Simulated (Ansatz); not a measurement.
**Zone-centre phonons of HgTe at 16 GPa: input and output**

Level of theory: DFT LDA, scalar-relativistic, plane waves, PAW in Ansatz 0.2.0.

Launched with:
```bash
ansatz run input.yaml --threads 1 --pin off --max-ram 3072MiB --backend cpu --events-out ev --progress --plain --runs-dir out
```

Input (bare energies are in eV):
```yaml
crystal:
  lattice:
    - [0.0, 3.008324583, 3.008324583]
    - [3.008324583, 0.0, 3.008324583]
    - [3.008324583, 3.008324583, 0.0]
  atoms:
    - { symbol: Hg, position: [0.0, 0.0, 0.0] }
    - { symbol: Te, position: [0.75, 0.75, 0.75] }
basis:
  ecutwfc: 420
kpoints:
  mp_grid: { grid: [12, 12, 12] }
hamiltonian:
  xc: lda
scf:
  occupations: { method: fermi_dirac, width: 0.15 }
output:
  eigenvalues: true
phonons:
  method: dfpt
  eigenvectors: true
```

Results section of the output:
```
--- Phonons (Γ-DFPT): 2 representative perturbations + reference, on 163 of 1728 k-points (Σ response iterations 6) ---
  k mesh reduced under 8 symmetry operations, with k and −k counted as one. Each operation leaves every solved displacement unchanged or reverses it
  ASR residual: 1.349e-4 → 0.000e0 eV/Å²; symmetrization residual: 3.932e-5 eV/Å²
  ASR residual per site (eV/Å²): 4.41e-5 1.35e-4
  Γ frequencies (cm⁻¹): 0.00 0.00 0.00 173.83 173.83 173.83
  non-analytic LO–TO correction: not included (Born effective charges unavailable; polar crystals: no LO–TO splitting at Γ)
```

The run took 24 s on 1 thread of AMD EPYC 9R45 96-Core Processor (Zen 5), on a shared host, peak memory 0.84 GiB.

Without a gap, frequencies and elastic constants depend on the k mesh and the smearing, soft modes and shear constants most. Spin–orbit coupling is left out, which can shift energies with elements as heavy as these.

The bands only touch here, so at this level the crystal is a zero-gap semiconductor or semimetal, not an ordinary metal; spin–orbit coupling, left out, moves these levels but leaves zinc-blende mercury chalcogenides without a gap.